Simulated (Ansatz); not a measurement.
A distorted cell of VSi2 (CrSi2 type, space group P6_222):

```
CELL_PARAMETERS angstrom
      4.64098     0.00000     0.00000
     -2.32049     4.01920     0.00000
      0.00000     0.00000     6.47058
ATOMIC_POSITIONS crystal
  V  0.50000 0.00000 0.50000
  V  0.50000 0.50000 0.83333
  V  0.00000 0.50000 0.16667
  Si 0.16265 0.32531 0.50000
  Si 0.83735 0.16265 0.83333
  Si 0.67469 0.83735 0.16667
  Si 0.83735 0.67469 0.50000
  Si 0.16265 0.83735 0.83333
  Si 0.32531 0.16265 0.16667
```

These are PBE (plane waves to 420 eV, PAW, scalar-relativistic; Ansatz, a first-principles code) values and carry that method's errors. k mesh 12×12×8 (Γ-centred), Fermi-Dirac smearing 0.05 eV. Energies are smeared free energies. Stress and pressure are positive under compression. VSi2 is run without spin polarisation. VSi2 was relaxed with its symmetry unable to fall.

Task: Give the stress tensor in GPa and the pressure.

Result: 
```
   -7.2      0.0      0.0
    0.0     -7.2      0.0
    0.0      0.0     -8.5
```
The pressure, a third of the trace, is -7.7 GPa.

Task: It is the relaxed cell scaled evenly to V/V₀ = 1.050, atoms relaxed where free. What is its energy relative to the relaxed cell?

Result: 16 meV/atom.

(A scan under strain: stresses follow from slopes of the energy per volume, elastic moduli from its curvatures.)
